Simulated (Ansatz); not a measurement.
Si2W3 (P4/mbm), zone-centre modes

These are results of DFT PBEsol, scalar-relativistic, plane waves, PAW (Ansatz 0.2.0), not measurements. Settings: plane waves to 420 eV, k-mesh 6×6×12 (Γ-centred), Gaussian smearing 0.15 eV. Spin–orbit coupling is left out, which can shift energies with elements as heavy as these. No spin polarisation.

Zero of the scan (relaxed at this level; it needn't be the usual structure):

```yaml
crystal:
  lattice:
    - [6.58244, 0.00000, 0.00000]
    - [0.00000, 6.58244, 0.00000]
    - [0.00000, 0.00000, 3.27491]
  atoms:
    - { symbol: Si, position: [0.13408, 0.63408, 0.00000] }
    - { symbol: Si, position: [0.86592, 0.36592, 0.00000] }
    - { symbol: Si, position: [0.63408, 0.86592, 0.00000] }
    - { symbol: Si, position: [0.36592, 0.13408, 0.00000] }
    - { symbol: W, position: [0.50000, 0.50000, 0.00000] }
    - { symbol: W, position: [0.00000, 0.00000, 0.00000] }
    - { symbol: W, position: [0.65986, 0.15986, 0.50000] }
    - { symbol: W, position: [0.34014, 0.84014, 0.50000] }
    - { symbol: W, position: [0.15986, 0.34014, 0.50000] }
    - { symbol: W, position: [0.84014, 0.65986, 0.50000] }
```

Harmonic modes by finite displacements of 0.02 Å, without the LO–TO term.

At this geometry, is the structure stable against these modes?

Yes: no mode is imaginary beyond 10 cm⁻¹, and only the three translations lie near zero.

List the wavenumbers in cm⁻¹.

0, 0, 0, 36, 39, 39, 88, 105, 111, 112, 125, 125, 131, 131, 134, 145, 145, 153, 360, 360, 368, 368, 376, 377, 382, 386, 413, 413, 434, 486.

Cost: 1 run of about 26 core-minutes, on AMD EPYC (Zen 3) (shared hosts).